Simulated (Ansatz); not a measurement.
Level of theory: Ansatz 0.2.0, DFT PBE, scalar-relativistic, plane waves, PAW. Settings of the last relaxation (8-atom cell): 420 eV, 6×6×6 k points, Gaussian smearing of 0.02 eV, no spin polarisation.

Formation energies are uncorrected and count from the elements' standard states at the same level.

Problem. Propose a candidate for a cubic semiconductor that holds P and 2 more elements, with a gap near 1.0 eV, a formation energy near −0.42 eV/atom and a density near 2.44 g/cm³, in a cell of 8 atoms.

Solution. Al3BP4, space group P-43m (No. 215). Around Al lie 4 P at 2.37 Å; B is surrounded by 4 P at 2.06 Å; around P lie 1 B at 2.06 Å and 3 Al at 2.37 Å.

Space group P-43m (No. 215). a = 5.277 Å, b = 5.277 Å, c = 5.277 Å, α = 90.00°, β = 90.00°, γ = 90.00°
```csv
atom,site,symmetry,x,y,z
Al,3d,-42.m,0.0000,0.0000,0.5000
B,1b,-43m,0.5000,0.5000,0.5000
P,4e,.3m,0.2741,0.2741,0.2741
```

* Volume per atom: 18.36 Å³
* Density: 2.44 g/cm³
* Formation energy: −0.421 eV/atom
* Gap on the 6×6×6 mesh of the 8-atom cell: 1.04 eV

The cell was found from a structure generator's guess, not taken from experiment. The answer needn't be unique; the calculation gave this one.

Kohn–Sham gaps at this level usually fall short of measured ones. The reference form of P is held partly by dispersion forces, which this level lacks. A structure relaxed within its symmetry needn't be a true minimum. Another cell of Al3BP4 relaxed alike, in I-42m, lies 47 meV/atom lower, so this cell isn't the stable form at this level.
